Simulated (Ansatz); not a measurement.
Ansatz input file:

```yaml
crystal:
  lattice:
    - [3.8389775903, 0.0, 0.0]
    - [-1.9194887951, 3.3246521177, 0.0]
    - [0.0, 0.0, 6.0278085357]
  atoms:
    - { symbol: Sn, position: [0.0, 0.0, 0.0] }
    - { symbol: Se, position: [0.3333333333, 0.6666666667, 0.2645002942] }
    - { symbol: Se, position: [0.6666666667, 0.3333333333, 0.7354997058] }
basis:
  ecutwfc: 420
kpoints:
  mp_grid: { grid: [12, 12, 6] }
hamiltonian:
  xc: pbe
  dispersion: d3bj
scf:
  occupations: { method: gaussian, width: 0.02 }
output:
  forces: true
  stress: true
  eigenvalues: true
relax:
  adjacent_minimum: "off"
  f_tol: 0.005
  max_steps: 80
  cell: { stress_tol: 0.05 }
```

Run as
```bash
ansatz run input.yaml --threads 1 --pin off --max-ram 2560MiB --backend cpu --events-out ev --progress --plain --runs-dir out
```

Level of theory: DFT PBE+D3(BJ), scalar-relativistic, plane waves, PAW in Ansatz.

Part of what the program printed, abridged (iterations and final results):

```
SCF iter   1: F=—  HF=-16964.423701 eV  |F-HF|=—  |Δ(HF+E_count)|=         —  Δρ=1.68e-3  dr2=2.76e-3  ethr=1.77e-3  ⟨swp⟩=6.9  Hψ=12677  notcnv=0
SCF iter   2: F=—  HF=-16964.422579 eV  |F-HF|=—  |Δ(HF+E_count)|=   1.12e-3  Δρ=7.42e-4  dr2=3.12e-4  ethr=6.01e-6  ⟨swp⟩=2.2  Hψ=6050  notcnv=0  defer=100
SCF iter   3: F=—  HF=-16964.422659 eV  |F-HF|=—  |Δ(HF+E_count)|=   8.00e-5  Δρ=3.66e-4  dr2=6.79e-5  ethr=6.79e-7  ⟨swp⟩=2.0  Hψ=4993  notcnv=0  defer=100
SCF iter   4: F=—  HF=-16964.422704 eV  |F-HF|=—  |Δ(HF+E_count)|=   4.51e-5  Δρ=9.63e-5  dr2=5.36e-6  ethr=1.48e-7  ⟨swp⟩=2.0  Hψ=3489  notcnv=0  defer=100
SCF iter   5: F=—  HF=-16964.422709 eV  |F-HF|=—  |Δ(HF+E_count)|=   4.86e-6  Δρ=2.06e-5  dr2=4.18e-7  ethr=1.16e-8  ⟨swp⟩=2.4  Hψ=4027  notcnv=0  defer=100
SCF iter   6: F=-16964.422710 eV  HF=-16964.422710 eV  |F-HF|=5.39e-8  |Δ(HF+E_count)|=   5.04e-7  Δρ=6.56e-6  dr2=4.36e-8  ethr=2.17e-10  ⟨swp⟩=8.6  Hψ=13262  notcnv=0
SCF 1 converged in 6 iterations: F = -16964.422710 eV  dr2 = 4.36e-8
relax step   1: F+E_penalty+E_count = -16964.42270983 eV  Δ(F+E_penalty+E_count) = +0.000e0 eV  max|allowed force component| = 1.225e-3 eV/Å  Δτ_max = 0.0000 Å  P = -0.045 GPa  Ω = 76.935 Å³  (6 SCF iters, dr2 threshold 1.00e-7 eV, accepted)
Crystal: 3 atoms, lattice volume = 76.675 Å³
Initial density: handed on by an earlier stage of this run
Initial wavefunctions: those handed on with the density
SCF iter   1: F=—  HF=-16964.422813 eV  |F-HF|=—  |Δ(HF+E_count)|=         —  Δρ=3.30e-4  dr2=1.11e-4  ethr=2.76e-7  ⟨swp⟩=2.0  Hψ=14227  notcnv=0
SCF iter   2: F=—  HF=-16964.422784 eV  |F-HF|=—  |Δ(HF+E_count)|=   2.95e-5  Δρ=1.44e-4  dr2=1.05e-5  ethr=2.41e-7  ⟨swp⟩=2.0  Hψ=3225  notcnv=0
SCF iter   3: F=—  HF=-16964.422788 eV  |F-HF|=—  |Δ(HF+E_count)|=   4.22e-6  Δρ=4.73e-5  dr2=1.23e-6  ethr=2.29e-8  ⟨swp⟩=2.8  Hψ=4915  notcnv=0
SCF iter   4: F=—  HF=-16964.422788 eV  |F-HF|=—  |Δ(HF+E_count)|=   6.50e-7  Δρ=1.13e-5  dr2=1.11e-7  ethr=2.66e-9  ⟨swp⟩=2.0  Hψ=5086  notcnv=0
SCF iter   5: F=-16964.422789 eV  HF=-16964.422789 eV  |F-HF|=1.72e-8  |Δ(HF+E_count)|=   8.83e-8  Δρ=3.89e-6  dr2=1.50e-8  ethr=3.70e-11  ⟨swp⟩=5.2  Hψ=10950  notcnv=0
SCF 2 converged in 5 iterations: F = -16964.422789 eV  dr2 = 1.50e-8
relax step   2: F+E_penalty+E_count = -16964.42278856 eV  Δ(F+E_penalty+E_count) = -7.873e-5 eV  max|allowed force component| = 1.172e-2 eV/Å  Δτ_max = 0.0052 Å  P = +0.014 GPa  Ω = 76.675 Å³  energy of the carried Pulay correction = +5.590e-5 eV  (5 SCF iters, dr2 threshold 1.70e-8 eV, accepted)
Crystal: 3 atoms, lattice volume = 76.713 Å³
SCF iter   1: F=—  HF=-16964.422820 eV  |F-HF|=—  |Δ(HF+E_count)|=         —  Δρ=1.15e-4  dr2=1.73e-5  ethr=3.67e-8  ⟨swp⟩=2.0  Hψ=13891  notcnv=0
SCF iter   2: F=—  HF=-16964.422822 eV  |F-HF|=—  |Δ(HF+E_count)|=   1.95e-6  Δρ=5.15e-5  dr2=2.42e-6  ethr=3.67e-8  ⟨swp⟩=2.0  Hψ=3224  notcnv=0
SCF iter   3: F=—  HF=-16964.422818 eV  |F-HF|=—  |Δ(HF+E_count)|=   3.66e-6  Δρ=1.68e-5  dr2=3.09e-7  ethr=5.26e-9  ⟨swp⟩=2.6  Hψ=4157  notcnv=0
SCF iter   4: F=—  HF=-16964.422818 eV  |F-HF|=—  |Δ(HF+E_count)|=   3.53e-8  Δρ=4.86e-6  dr2=1.95e-8  ethr=6.71e-10  ⟨swp⟩=2.0  Hψ=5098  notcnv=0
SCF iter   5: F=-16964.422818 eV  HF=-16964.422818 eV  |F-HF|=1.31e-9  |Δ(HF+E_count)|=   2.35e-9  Δρ=2.08e-6  dr2=2.83e-9  ethr=2.54e-11  ⟨swp⟩=4.0  Hψ=10096  notcnv=0
SCF 3 converged in 5 iterations: F = -16964.422818 eV  dr2 = 2.83e-9
relax step   3: F+E_penalty+E_count = -16964.42281824 eV  Δ(F+E_penalty+E_count) = -2.968e-5 eV  max|allowed force component| = 3.821e-3 eV/Å  Δτ_max = 0.0015 Å  P = +0.029 GPa  Ω = 76.713 Å³  energy of the carried Pulay correction = +4.746e-5 eV  (5 SCF iters, dr2 threshold 1.17e-8 eV, accepted)
Initial wavefunctions: pseudopotential atomic-orbital guess (no wavefunctions were taken with the density)
SCF iter   1: F=—  HF=-16964.422775 eV  |F-HF|=—  |Δ(HF+E_count)|=         —  Δρ=3.52e-6  dr2=3.75e-9  ethr=1.19e-7  ⟨swp⟩=3.1  Hψ=20144  notcnv=0
SCF iter   2: F=—  HF=-16964.422780 eV  |F-HF|=—  |Δ(HF+E_count)|=   4.38e-6  Δρ=2.02e-6  dr2=1.49e-9  ethr=8.15e-12  ⟨swp⟩=3.0  Hψ=6089  notcnv=0
SCF iter   3: F=—  HF=-16964.422780 eV  |F-HF|=—  |Δ(HF+E_count)|=   1.64e-9  Δρ=7.06e-7  dr2=2.93e-10  ethr=3.25e-12  ⟨swp⟩=2.4  Hψ=4250  notcnv=0
SCF iter   4: F=-16964.422780 eV  HF=-16964.422780 eV  |F-HF|=3.64e-12  |Δ(HF+E_count)|=  3.31e-10  Δρ=1.66e-7  dr2=2.65e-11  ethr=1.00e-12  ⟨swp⟩=4.6  Hψ=13861  notcnv=0
SCF 4 converged in 4 iterations: F = -16964.422780 eV  dr2 = 2.65e-11
SCF converged after 4 iterations
Free energy (F): -16964.422780 eV
Harris-Foulkes:  -16964.422780 eV  (|F-HF|=3.64e-12)
Internal energy: -16964.422780 eV  (E = F + TS)
E sigma→0 (E₀):  -16964.422780 eV
Fermi energy:    8.588913 eV
--- Per-component energies (eV) ---
  E_band       = -851.807073
  E_kinetic    = 424.430156
  E_local      = -5861.425514  (includes V_loc(G=0)·N_el)
  E_nonlocal   = -1222.348986
  E_hartree    = 3011.718796
  E_xc         = -589.727518
  E_vxc        = -291.178077  (∫ρ·V_xc dr)
  E_paw        = -7963.603835  (= ΣΔE_a)
  E_vpaw       = 75.278982  (= ΣTr[D̂ρ^β])
  E_aug_tail   = -0.001204  (compensation charges beyond the density's cutoff)
  E_ewald      = -4762.372381
  E_disp       = -1.092294  (pairwise vdW)
  E_smearing   =  0.000000  (= −TS)
--- Forces (eV/Å), atoms counted from 1 ---
  atom   1  Sn     0.00000000     0.00000000     0.00000000
  atom   2  Se     0.00000000     0.00000000     0.00382538
  atom   3  Se     0.00000000     0.00000000    -0.00382538
--- Stress (GPa, compression-positive) ---
        0.033291       0.000000       0.000000
        0.000000       0.033291       0.000000
        0.000000       0.000000       0.019587
  P = ⅓ Tr σ = 0.0287 GPa (0.287 kbar)
--- Band table (eV; the first three rows and the last of 100) ---
  k-point 0: bands = ["-38.5990", "-38.5990", "-38.5989", "-38.5989", "-38.5787", "-38.5787", "-38.5780", "-38.5780", "-38.5704", "-38.5702", "-13.0002", "-13.0002", "-12.9667", "-12.9553", "-12.9553", "-5.5454", "-3.8459", "1.9041", "7.6755", "7.6755", "7.8416", "7.8416", "8.2724", "9.1038", "11.3193", "12.8837", "12.8837", "16.4768"]
  k-point 1: bands = ["-38.5989", "-38.5989", "-38.5989", "-38.5989", "-38.5787", "-38.5787", "-38.5780", "-38.5780", "-38.5704", "-38.5702", "-13.0002", "-13.0002", "-12.9666", "-12.9553", "-12.9553", "-5.4884", "-3.9645", "2.1354", "7.4745", "7.6079", "7.6079", "7.9321", "7.9321", "9.7589", "11.3161", "12.7823", "12.7823", "16.4260"]
  k-point 2: bands = ["-38.5989", "-38.5989", "-38.5989", "-38.5989", "-38.5785", "-38.5785", "-38.5781", "-38.5781", "-38.5703", "-38.5702", "-13.0002", "-13.0002", "-12.9666", "-12.9553", "-12.9553", "-5.3462", "-4.2216", "2.6735", "6.4509", "7.5352", "7.5352", "8.0522", "8.0522", "10.4577", "11.2676", "12.5912", "12.5912", "15.9890"]
  k-point 99: bands = ["-38.5987", "-38.5986", "-38.5986", "-38.5986", "-38.5786", "-38.5785", "-38.5785", "-38.5783", "-38.5700", "-38.5700", "-13.0138", "-13.0138", "-12.9556", "-12.9556", "-12.9376", "-3.5553", "-3.5553", "1.0845", "4.0733", "4.0733", "4.5409", "7.9818", "7.9818", "10.5956", "12.5819", "12.5819", "14.0646", "16.5263"]
--- Relaxed structure (3 steps of the walk, 3 accepted, 1 SCFs on fresh bases) ---
  F+E_penalty+E_count = -16964.42277952 eV   max|allowed force component| = 3.825e-3 eV/Å   (the final SCF, on the basis selected at the relaxed cell)
  cell:  # Å, volume = 76.7135 Å³
    - [3.83881908, 0.0, 0.0]
    - [-1.91940954, 3.32451484, 0.0]
    - [0.0, 0.0, 6.01098582]
  atoms:
    - { symbol: Sn, position: [0.0, 0.0, 0.0] }
    - { symbol: Se, position: [0.33333333, 0.66666666, 0.26511364] }
    - { symbol: Se, position: [0.66666666, 0.33333333, 0.73488635] }
```

The relaxation met its thresholds.

Time: 25 s on 1 thread of Intel(R) Xeon(R) 6975P-C (Granite Rapids), on a shared host, peak memory 0.5 GiB.